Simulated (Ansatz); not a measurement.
The elements of this relaxed trial crystal are hidden behind letters.

```
lattice vectors (Å)
   5.3952    0.0000    0.0000
   0.0000    5.3952    0.0000
   0.0000    0.0000    2.9627
fractional positions
X 0.5000 0.0000 0.5000
X 0.0000 0.5000 0.5000
X 0.5000 0.5000 0.5000
Z 0.0000 0.0000 0.0000
```

These are results of DFT PBE, scalar-relativistic, plane waves, PAW in Ansatz 0.2.0, not measurements. Cutoff 420 eV, Γ-centred 10×10×16 mesh (4-atom cell), Gaussian smearing of 0.10 eV, no spin polarisation.

* Space group: P4/mmm (No. 123)
* Conventional cell: a = 5.395 Å, c = 2.963 Å
* Volume per atom: 21.56 Å³
* Density: 1.27 g/cm³
* Energy over the elements: +0.25 eV/atom
* Gap on the 10×10×16 mesh of the 4-atom cell: 0 eV (a metal)

Energies are uncorrected and count from the elements' standard states at the same level.

Task: X is an s-block element of period 2 and Z is a d-block element of period 4. Which elements are they?

Result: X = Li, Z = Sc, so the formula is Li3Sc. Density times volume gives a mean mass of 1.27 × 21.56/1.6605 = 16.5 u per atom, and this set has 16.4 u. Among the elements that the hints allow, only these give it. Li on a site of symmetry mmm has 2 Li at 2.70 Å, 2 Li at 2.96 Å and 4 Sc at 3.08 Å; Li on a site of symmetry 4/mmm has 4 Li at 2.70 Å and 2 Li at 2.96 Å; Sc has 2 Sc at 2.96 Å and 8 Li at 3.08 Å.

A structure relaxed within its symmetry needn't be a true minimum.
